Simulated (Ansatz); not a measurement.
TePb:
```cif
data_PbTe
_chemical_formula_sum 'Te1 Pb1'
_space_group_name_H-M_alt 'P 1'
_space_group_IT_number 1
_cell_length_a 4.51158
_cell_length_b 4.51158
_cell_length_c 4.51158
_cell_angle_alpha 60.000
_cell_angle_beta 60.000
_cell_angle_gamma 60.000
loop_
_space_group_symop_operation_xyz
  'x, y, z'
loop_
_atom_site_label
_atom_site_type_symbol
_atom_site_fract_x
_atom_site_fract_y
_atom_site_fract_z
_atom_site_occupancy
Te1 Te 0.00000 0.00000 0.00000 1
Pb1 Pb 0.50000 0.50000 0.50000 1
```

Relaxed with LDA.

**Question.** Which orbitals make up the states near the band edges in plane-wave PAW LDA (Ansatz code)?

**Answer.** Top 1 eV of the valence band: Te 5p 72 %, Pb 6s 13 %, Pb 6p 12 %. Bottom 1 eV of the conduction band: Pb 6p 75 %, Te 5s 11 %, Te 5p 9 %. Projections are on Löwdin-orthogonalised atomic valence shells; empty p or d shells of many metals are not among them.

**Question.** Tabulate the density of states.

**Answer.** States/eV per cell of 2 atoms, in 0.25 eV bins, energy from the valence-band maximum.

```csv
E (eV),total,Te 5p,Pb 6p,Pb 6s
-7.85,1.11,0.15,0.02,0.79
-7.60,0.93,0.11,0.01,0.64
-7.35,0.48,0.06,0.01,0.30
-7.10,0.33,0.04,0.00,0.20
-6.85,0.23,0.03,0.00,0.13
-6.60,0.17,0.02,0.00,0.10
-6.35,0.12,0.01,0.00,0.07
-6.10,0.07,0.00,0.00,0.04
-5.85,0.03,0.00,0.00,0.02
-5.60,0.00,0.00,0.00,0.00
-5.35,0.00,0.00,0.00,0.00
-5.10,0.00,0.00,0.00,0.00
-4.85,0.00,0.00,0.00,0.00
-4.60,0.24,0.13,0.11,0.00
-4.35,0.45,0.24,0.20,0.01
-4.10,0.68,0.37,0.29,0.01
-3.85,0.72,0.40,0.30,0.01
-3.60,0.98,0.55,0.38,0.02
-3.35,1.15,0.67,0.43,0.02
-3.10,1.43,0.86,0.51,0.03
-2.85,1.77,1.10,0.60,0.03
-2.60,1.73,1.09,0.56,0.04
-2.35,1.75,1.13,0.53,0.05
-2.10,1.74,1.16,0.48,0.05
-1.85,1.78,1.22,0.45,0.06
-1.60,1.88,1.34,0.42,0.07
-1.35,1.80,1.34,0.33,0.08
-1.10,1.61,1.23,0.24,0.10
-0.85,1.42,1.01,0.21,0.16
-0.60,2.16,1.57,0.24,0.29
-0.35,0.69,0.49,0.06,0.12
-0.10,0.02,0.01,0.00,0.00
0.15,0.00,0.00,0.00,0.00
0.40,0.00,0.00,0.00,0.00
0.65,0.01,0.00,0.00,0.00
0.90,0.11,0.01,0.07,0.00
1.15,0.62,0.06,0.44,0.01
1.40,1.52,0.14,1.17,0.01
1.65,1.82,0.19,1.41,0.02
1.90,1.50,0.22,1.12,0.02
2.15,1.35,0.25,0.96,0.02
2.40,1.25,0.27,0.85,0.02
2.65,1.20,0.29,0.78,0.02
2.90,1.20,0.30,0.75,0.02
3.15,1.27,0.32,0.74,0.02
3.40,1.77,0.37,0.81,0.02
3.65,1.62,0.41,0.85,0.01
3.90,1.91,0.51,1.03,0.01
4.15,1.70,0.43,0.76,0.01
4.40,1.31,0.36,0.59,0.01
4.65,1.33,0.36,0.58,0.01
4.90,1.36,0.34,0.56,0.01
5.15,1.57,0.34,0.57,0.00
5.40,1.64,0.30,0.49,0.00
```

Space group Fm-3m (rock salt). The cell was relaxed with LDA under the symmetry of its start; of distortions, only those at the zone centre were tested. Scalar-relativistic: spin–orbit coupling is off unless named, which matters more the heavier the elements.

Potentials: the later of the program's two PAW sets.
